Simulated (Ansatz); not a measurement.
## Zn: stationary points along a deformation path

Method: Ansatz, DFT PBEsol, scalar-relativistic, plane waves, PAW. Settings: plane waves to 420 eV, k-mesh 22×22×22 (Γ-centred), Gaussian smearing 0.15 eV. No spin polarisation. Energies are free energies at this smearing, counted from the undisturbed cell; pressure is positive in compression.

Reference structure (as given, not relaxed at this level; it stands at -5.1 GPa; this fcc form isn't the usual structure):

```
CELL_PARAMETERS angstrom
0.00000 1.96478 1.96478
1.96478 0.00000 1.96478
1.96478 1.96478 0.00000
ATOMIC_POSITIONS crystal
Zn 0.00000 0.00000 0.00000
```

At fixed volume and fractional coordinates, lengths along (0.000, 0.000, 1.000) are scaled against those across it; ρ is that ratio over its starting value. V = 15.169 Å³/atom. Δσ is the stress along the axis less the mean stress across it (compression positive).

```csv
ρ,ΔE (meV/atom),Δσ (GPa),space group
0.650,50.1,-3.70,I4/mmm
0.707,60.8,-0.01,Im-3m
0.780,47.1,4.16,I4/mmm
0.850,24.7,3.63,I4/mmm
0.920,7.2,2.79,I4/mmm
0.960,1.7,1.29,I4/mmm
1.000,0.0,0.00,Fm-3m
1.050,3.3,-2.77,I4/mmm
1.100,17.2,-6.59,I4/mmm
1.200,66.4,-9.92,I4/mmm
1.300,113.1,-9.12,I4/mmm
1.414,166.4,-11.17,I4/mmm
1.500,211.9,-13.36,I4/mmm
```

**Question.** How does the stress give the slope of the energy, and where is the energy stationary?

**Answer.** Along the path d ln(length) is 2/3 d ln ρ on the axis and −1/3 d ln ρ across it, so dE/d ln ρ = −(2/3) V Δσ: the energy falls with ρ where Δσ is positive. Δσ vanishes or changes sign at ρ = 0.707 (Im-3m), a maximum at 60.8 meV/atom; at ρ = 1.000 (Fm-3m), a minimum at 0.0 meV/atom. Pairs of stationary points between two samples would go unseen, and could change a minimum read from distant neighbours into a maximum. At ρ = 0.707, 1.000 the cell is cubic, where symmetry alone makes the stress isotropic and the slope zero.

**Question.** Which shear constant sets the curvature at ρ = 1?

**Answer.** For a cubic crystal E/V = (2/3) C (ln ρ)² with C = C′ = (C11 − C12)/2, so Δσ = −2C ln ρ. The parabola of Δσ against ln ρ through ρ = 0.960, 1 and 1.050 gives C ≈ 22 GPa with the ions clamped, rough because the steps are large. It is the stress–strain coefficient at this cell's pressure of -5.1 GPa, not the zero-pressure constant.

**Question.** Integrate that slope from ρ = 1 to 1.200 by the trapezoid rule.

**Answer.** With V/N in Å³ and 1 eV/Å³ = 160.2 GPa the slopes at ρ = 1.000, 1.050, 1.100, 1.200 are 0, 175, 416, 626 meV/atom per unit of ln ρ. The steps add 4.3 + 13.7 + 45.3 = 63.3 meV/atom, against 66.4 from the energies; the trapezoid rule misses the curvature of the slope within each step.

In a metal these slopes depend on the k mesh and the smearing.